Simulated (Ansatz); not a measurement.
The end point of a relaxation of Co. Space group P6₃/mmc (No. 194). Level of theory: PBEsol (plane waves to 420 eV, PAW, scalar-relativistic; Ansatz, a first-principles code).

```xyz
2
Lattice="3.4132 0.0000 0.0000 -1.7066 2.9559 0.0000 0.0000 0.0000 2.4600" Properties=species:S:1:pos:R:3 pbc="T T T"
Co     1.7066     0.9853     0.6150
Co     0.0000     1.9706     1.8450
```

Problem. Estimate the magnetic moment that PBEsol returns for this input.

Solution. Net 1.64 μB/atom, ferromagnetic.

Spin state reached: ferromagnetic (net 1.64 μB/atom), from parallel starting moments; other spin orders were not run from this start.

The run could not lose the symmetry of its start.
